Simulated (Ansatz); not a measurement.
Lu (hcp, Mg type)

```
CELL_PARAMETERS angstrom
      3.44496     0.00000     0.00000
     -1.72248     2.98343     0.00000
      0.00000     0.00000     5.34875
ATOMIC_POSITIONS crystal
  Lu 0.33333 0.66667 0.75000
  Lu 0.66667 0.33333 0.25000
```

The slice is a (1 -1 0 0) plane (indices of the conventional cell) through the point (0.667, 0.333, 0.250) (fractional), spanned by u = [110] and v = [001] in vectors of this cell: u (3.44 Å) and v (5.35 Å, at 90° to u). It covers one period; positions are fractions (u, v).

All values below come from PBEsol (plane waves to 420 eV, PAW, scalar-relativistic; Ansatz, a first-principles code). k mesh 16×16×9. Inside the PAW spheres the values are not all-electron values, and peaks at nuclei hang on which shells count as valence. Lu is run without spin polarisation. Lu was relaxed with its symmetry unable to fall. The PAW data are Ansatz's earlier set.

Question: What is the ELF at the midpoint of the shortest Lu–Lu line in this plane (3.44 Å)?

Answer: 0.2.

Question: What is the valence density on the shortest Lu–Lu line in this plane (3.44 Å), at its midpoint?

Answer: 0.12 e/Å³.

Question: Sketch the electron localisation function (ELF) on this plane as a map.

Answer: 
```
|xxxx@@**..  ....  ..**@@xx|
|@@@@%%--    ::::    --%%@@|
|##**--    ..====..    --**|
|....    ..--====--..    ..|
|      ..::--------::..    |
|------::....    ....::----|
|****==::            ::==**|
|##**--..            ..--**|
|##**--    ..::::..    --**|
|##**::    ..::::..    ::**|
|##**--    ..::::..    --**|
|##**--..            ..--**|
|****==::            ::==**|
|------::....    ....::----|
|      ..::--------::..    |
|....    ..--====--..    ..|
|##**--    ..====..    --**|
|@@@@%%--    ::::    --%%@@|
|xxxx@@**..  ....  ..**@@xx|
|xxxx@@##..  ....  ..##@@xx|
```
Scale: ten equal steps from 0.10 (start of ' ') to 0.86 (end of '@'), in the order ' .:-=+*#%@'. Values: electron localisation function (ELF). The map has 13 points along u (two characters each, u = 0 at the left) and 20 along v (v = 0 in the bottom row). Points within 0.5 Å of a nucleus are blanked (x), as the pseudised field means little there.
